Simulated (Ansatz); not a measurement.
Hf₂Ni in space group I4/mcm (No. 140; Hf on 8h, Ni on 4a), plane-wave PAW PBE (Ansatz code), all energies at zero smearing, with the estimated change up to a 700 eV cutoff added, with one set of potentials and settings (totals compare only within such a set). Cell of 6 atoms (4 Hf, 2 Ni): -74566.901 eV.

```json
[
 {"element": "Hf", "reference phase": "P6_3/mmc, 2 atoms in the cell", "E (eV/atom)": "-15721.3637"},
 {"element": "Ni", "reference phase": "Fm-3m, 1 atoms in the cell, spin-polarised", "E (eV/atom)": "-5839.7239"}
]
```

Formation energy per atom, worked out: (-74566.901 − 4×(-15721.3637) − 2×(-5839.7239))/6 = -0.333 eV/atom (-32 kJ per mol of atoms), at 0 K, without zero-point energy or fitted corrections.

The workflow started from a Materials Project entry (that database holds measured and hypothetical structures alike); the Crystallography Open Database files this formula in space group No. 140, but the cells were not matched. Its standing as an ambient phase is unchecked. The PBE relaxation kept the symmetry of its start; its stability against distortions is not shown here. No spin polarisation was allowed. The references are the lowest solids computed at this level, not always the standard phases. Spin–orbit coupling is left out wherever it is not named.

Potentials: the later of the program's two PAW sets.
